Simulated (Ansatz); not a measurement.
# ZrTi: computed property card

ZrTi:
```xyz
2
Lattice="3.1095 0.0000 0.0000 -1.5547 2.6929 0.0000 0.0000 0.0000 4.8921" Properties=species:S:1:pos:R:3 pbc="T T T"
Zr     0.0000     0.0000     0.0000
Ti     0.0000     1.7953     2.4460
```

Space group P-6m2 (No. 187); conventional cell a = b = 3.1095 Å, c = 4.8921 Å, α = β = 90.00°, γ = 120.00°.

Method: DFT-r²SCAN in the program Ansatz with PAW potentials. Structure relaxed to zero pressure with the same functional. Other levels are named where they apply.

### Cell and energy

```
Quantity                                                       Value
-----------------------------------------------------  -------------
Volume per atom                                             20.48 Å³
Density                                                   5.64 g/cm³
Formation energy from the elements (no fitted shifts)  0.094 eV/atom
```

### Electronic structure

```
Quantity                                                                    Result
------------------------------------  --------------------------------------------
Electronic character                                             metallic (no gap)
Density of states at the Fermi level  0.83 states/eV per atom (mean over ±0.08 eV)
Gap with spin–orbit coupling                                       none (metallic)
```

### Mechanics

```
Item                                                                                             Value
--------------------------------------------  --------------------------------------------------------
Bulk modulus (Birch–Murnaghan fit)                                                             101 GPa
Pressure derivative B′                                                                             3.3
Elastic constants (relaxed ions, GPa)         C11 = 146, C12 = 81.3, C13 = 69.3, C33 = 177, C44 = 36.3
Mechanical stability                                            stable (all eigenvalues of C positive)
Hill bulk and shear moduli                                                            101 and 37.2 GPa
Young's modulus                                                                               99.3 GPa
Poisson's ratio                                                                                   0.34
Debye temperature from the elastic constants                                                     314 K
```

### Phonons

```
Item                                            Value
-----------------------------  ----------------------
Highest zone-centre frequency                175 cm⁻¹
Zone-centre stability          no imaginary mode at Γ
```

The first step of the workflow began from a Materials Project structure, measured or hypothetical; the Crystallography Open Database copy checked does not list it. With Zr and Ti taken as one species the cell has the higher symmetry P6_3/mmc, so it may be an ordered model of a mixed-site phase. Whether it is the stable phase at ambient conditions was not checked. Symmetry was held in the r²SCAN relaxation. No spin polarisation was allowed. As this level gives no gap, shear constants depend on the k-mesh and smearing (Fermi–Dirac, 0.1 eV here). As this level gives no gap, phonon frequencies hold no LO–TO term and depend on the k-mesh and smearing (Fermi–Dirac, 0.1 eV here). Axis ratios of metals converge slowly with the k-mesh, so a and c are less sure than the volume. The references are the lowest solids computed at this level, not always the standard phases. Scalar-relativistic: spin–orbit coupling is off unless named, which matters more the heavier the elements.

Potentials: the later of the program's two PAW sets.
